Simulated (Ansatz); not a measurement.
The slice is one period of a {110} plane through atoms; its size isn't given.

These are r2SCAN (plane waves to 500 eV, PAW, scalar-relativistic; Ansatz, an electronic-structure program) values and carry that method's errors. Inside the PAW spheres the values are not all-electron values, and peaks at nuclei hang on which shells count as valence.

```
|8888887755331100000000000000000000113355778888|
|8888776655221100000000000000000000112255667788|
|7777665533221100000000111100000000112233556677|
|6655553322110000111111111111111100001122335555|
|3333222211110011111111111111111111001111222233|
|1111111100001111111122222222111111110000111111|
|1111111111111111112222222222221111111111111111|
|1111111111111111112222222222221111111111111111|
|2222221111111111111122222222111111111111112222|
|3333332222111111111111222211111111111122223333|
|5555443333222211111111111111111111222233334455|
|7777665544332211111111111111111111223344556677|
|8888776655332211111100000000111111223355667788|
|9999887766443322110000000000001122334466778899|
|9999998877553322110000000000001122335577889999|
|9999998877553322110000000000001122335577889999|
|9999998877553322110000000000001122335577889999|
|9999887766443322110000000000001122334466778899|
|8888776655332211111100000000111111223355667788|
|7777665544332211111111111111111111223344556677|
|5555443333222211111111111111111111222233334455|
|3333332222111111111111222211111111111122223333|
|2222221111111111111122222222111111111111112222|
|1111111111111111112222222222221111111111111111|
|1111111111111111112222222222221111111111111111|
|1111111100001111111122222222111111110000111111|
|3333222211110011111111111111111111001111222233|
|6655553322110000111111111111111100001122335555|
|7777665533221100000000111100000000112233556677|
|8888776655221100000000000000000000112255667788|
|8888887755331100000000000000000000113355778888|
|8888887766331100000000000000000000113366778888|
```
Scale: ten equal steps from -0.91 (start of '0') to 1.08 (end of '9'), in the order '0123456789'. Values: log₁₀ of the valence density in e/Å³. The map has 23 points along u (two characters each, u = 0 at the left) and 32 along v (v = 0 in the bottom row). The scale is logarithmic, as a density can span decades between atoms and voids.

```
|xxxxxx999944000000112222222211000000449999xxxx|
|xxxxxx997722000011222222222222110000227799xxxx|
|9999998844000000222222333322222200000044889999|
|9999774411000011223333333333332211000011447799|
|4433220000001122333333333333333322110000002233|
|0000000000112233333333333333333333221100000000|
|0000111122223333333333333333333333332222111100|
|3333333333333333333333333333333333333333333333|
|4444333333333333333333333333333333333333333344|
|4444333333333333333333333333333333333333333344|
|6655443333223333332222222222223333332233334455|
|7777664433222222222222222222222222222233446677|
|8888776644332222222211111111222222223344667788|
|xxxxxx776644332222111111111111222233446677xxxx|
|xxxxxx887755332222110000000011222233557788xxxx|
|xxxxxx998866332211110000000011112233668899xxxx|
|xxxxxx887755332222110000000011222233557788xxxx|
|xxxxxx776644332222111111111111222233446677xxxx|
|8888776644332222222211111111222222223344667788|
|7777664433222222222222222222222222222233446677|
|6655443333223333332222222222223333332233334455|
|4444333333333333333333333333333333333333333344|
|4444333333333333333333333333333333333333333344|
|3333333333333333333333333333333333333333333333|
|0000111122223333333333333333333333332222111100|
|0000000000112233333333333333333333221100000000|
|4433220000001122333333333333333322110000002233|
|9999774411000011223333333333332211000011447799|
|9999998844000000222222333322222200000044889999|
|xxxxxx997722000011222222222222110000227799xxxx|
|xxxxxx999944000000112222222211000000449999xxxx|
|xxxxxx999955000000111122221111000000559999xxxx|
```
Scale: ten equal steps from 0.05 (start of '0') to 0.75 (end of '9'), in the order '0123456789'. Values: electron localisation function (ELF). The map has 23 points along u (two characters each, u = 0 at the left) and 32 along v (v = 0 in the bottom row). Points within 0.5 Å of a nucleus are blanked (x), as the pseudised field means little there.

Which relaxed crystal do these maps come from?
(A) ScAl₃ (Cu3Au type)
(B) YPb₃ (Cu3Au type)
(C) ScPt₃ (Cu3Au type)
(D) La₃Tl (Cu3Au type)

C, ScPt₃ (Cu3Au type). Atoms on the slice: Sc at (0.00, 0.00); Pt at (0.00, 0.50)

All were relaxed with their symmetry unable to fall. La3Tl is run without spin polarisation. ScAl3 is run without spin polarisation. ScPt3 is run without spin polarisation. Spin-orbit coupling is left out. YPb3 is run without spin polarisation.
